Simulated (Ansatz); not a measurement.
Values for one crystal, relaxed and computed with the program Ansatz at the r²SCAN level (PAW); other levels are named.

| Item | Value |
|---|---|
| Volume per atom | 11.44 Å³ |
| Band gap | 5.04 eV (indirect) |
| Mechanical stability | stable (all eigenvalues of C positive) |
| Pressure derivative B′ | 2.8 |
| Electron effective mass | 1.8, 3.2, 3.2 mₑ (principal values) |
| Conduction-band minimum | at Y2 (k = 0.500, 0.000, 0.000) |
| Elastic constants (relaxed ions, GPa) | C11 = 241, C22 = 309, C33 = 289, C12 = 105, C13 = 92.0, C23 = 92.1, C44 = 67.3, C55 = 52.6, C66 = 71.0, C15 = 36.9, C25 = -6.2, C35 = -16.7, C46 = -7.0 |

Problem. Pick the material that matches.
A. ScOF, P2_1/c (Sc on 4e, O on 4e, F on 4e)
B. HfO2, P2_1/c (Hf on 4e, O on 4e, O on 4e)
C. Al2O3, corundum
D. BaTiO3, R3m (Ba on 3a, Ti on 3a, O on 9b)

Solution. A, ScOF, P2_1/c (Sc on 4e, O on 4e, F on 4e)

The workflow started from a Materials Project entry (that database holds measured and hypothetical structures alike); the Crystallography Open Database copy checked does not list it. Whether it is the stable phase at ambient conditions was not checked. The cell was relaxed with r²SCAN under the symmetry of its start; of distortions, only those at the zone centre were tested. No spin polarisation was allowed.

Potentials: the later of the program's two PAW sets.
